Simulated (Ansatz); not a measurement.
# BaZnSbF squeezed and stretched

A database entry relaxed whole under r2SCAN (P4/nmm):

```
Ba Zn Sb F
1.0
     4.44968    0.00000    0.00000
     0.00000    4.44968    0.00000
     0.00000    0.00000    9.77862
Ba Zn Sb F
2 2 2 2
Cartesian
  0.0000 2.2248 3.4304
  2.2248 0.0000 6.3482
  2.2248 2.2248 0.0000
  0.0000 0.0000 0.0000
  2.2248 0.0000 1.6133
  0.0000 2.2248 8.1653
  2.2248 2.2248 4.8893
  0.0000 0.0000 4.8893
```

The cell was scaled uniformly, its shape held, and the atoms relaxed at each volume with plane-wave PAW DFT (Ansatz 0.2.0; r2SCAN, 500 eV, 8×8×4 Γ-centred mesh, fermi-dirac occupations of width 0.100 eV; no spin, no spin-orbit coupling). One row is withheld.

```csv
volume (Å³/atom),energy over the lowest (meV/atom),pressure (GPa)
22.750,14.4,3.39
23.234,6.1,2.13
23.718,1.5,1.01
24.202,0.0,0.00
24.686,?,?
25.170,5.5,-1.70
25.654,11.8,-2.43
```

Q: Fit the pressures of the other rows to the third-order Birch-Murnaghan form.

A: With f = [(V₀/V)^(2/3) − 1]/2 and P = 3B₀f(1 + 2f)^(5/2)[1 + 3(B₀′ − 4)f/2], least squares gives V₀ = 24.20 Å³ an atom, B₀ = 47.6 GPa and B₀′ = 4.6; the rows miss the fit by less than 0.01 GPa. The slope of the energies differs from these pressures by less than 0.05 GPa.

Q: What does the withheld row hold?

A: The fit gives -0.90 GPa at 24.686 Å³; the run gave -0.91 GPa and 1.4 meV an atom.

Caveats: the shape of the cell was held, so B₀ is an upper bound where the axes differ in stiffness; 0 K, fixed nuclei; the symmetry was kept, and this need not be the phase that is stable at 0 K; one mesh for all volumes; pressure is positive in compression.
